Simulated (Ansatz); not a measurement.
**Computed properties of La3AlN4 (ordering on wurtzite)**

All numbers come from Ansatz 0.2.0. No magnetic order. The prototype was imposed, so other structures may be more stable.

The cell is La3AlN4 as one 8-atom ordering (Cm) on the wurtzite lattice (it has left that coordination); cell and atoms were relaxed with r2SCAN. It is monoclinic, Cm (No. 8); a = 12.904 Å, b = 3.780 Å, c = 6.429 Å, β = 112.9° in the conventional setting, 18.05 Å³ an atom. Al is surrounded by 4 N at 1.89–2.13 Å; La is surrounded by 5 N at 2.32–2.79 Å; N is surrounded by 1 Al at 1.89 Å and 3 La at 2.32–2.47 Å; N is surrounded by 1 Al at 1.90 Å and 3 La at 2.46–2.79 Å; La is surrounded by 4 N at 2.22–2.64 Å; La is surrounded by 4 N at 2.39–2.58 Å; N is surrounded by 4 La at 2.22–2.39 Å; N is surrounded by 2 Al at 2.13 Å and 3 La at 2.58–2.67 Å.

```
Al La N
1.0
     6.44935   -1.88978    0.18752
     6.44935    1.88978    0.18752
    -2.67324    0.00000    5.84728
Al La N
1 3 4
Cartesian
  11.8644 0.0000 2.2117
  1.0514 0.0000 5.9128
  4.5224 0.0000 4.7602
  8.0406 0.0000 2.9878
  10.0808 0.0000 1.5920
  -0.6253 0.0000 3.6877
  2.4404 0.0000 3.9865
  6.0834 0.0000 1.3060
```

On this one geometry the levels give:
```tsv
level	k mesh	gap (eV)	kind	edges	least direct gap (eV)	rough cost
PBE	8×8×4	0.56	indirect	D₂–A (0.10) → Γ	1.34	60 core-seconds
PBE+SOC	8×8×4	0.53	indirect	D₂–A (0.08) → Γ	1.34	7 core-minutes
r2SCAN	8×8×4	0.85	indirect	D₂–A (0.08) → Γ	1.67	120 core-seconds
HSE06	4×4×4	1.44	indirect	D₂–A (0.08) → Γ	2.28	14 core-minutes
PBE0	4×4×4	2.12	indirect	D₂–A (0.08) → Γ	2.96	14 core-minutes
```
PBE, PBE+SOC: smearing of 0.02 eV; the others have fixed occupations.
Wave cutoffs: 420 eV, 500 eV (r2SCAN).
Points off the special ones are mesh points or PBE's searched band edges, reused at the other levels.
Costs come from shared machines and give only the order; PBE's includes the band path. The runs had 4 threads of Arm Neoverse V2, on a shared host.

With HSE06 the valence top lies at D₂–A (0.08 of the way from D₂) and the conduction bottom at Γ, 1.44 eV higher; the smallest vertical gap, at Γ, is 2.28 eV. Spin-orbit coupling changes the PBE gap by -0.031 eV, to 0.53 eV.

r2SCAN covers 33 % of the step from PBE to HSE06, while HSE06 needs about 7 times r2SCAN's rough cost (on a coarser mesh). Spin-orbit coupling moves the least or the direct gap by up to 0.03 eV, so it can be left out where a tenth of an eV counts. All these functionals give a gap of the same kind, indirect.

Only the levels marked +SOC include spin-orbit coupling.
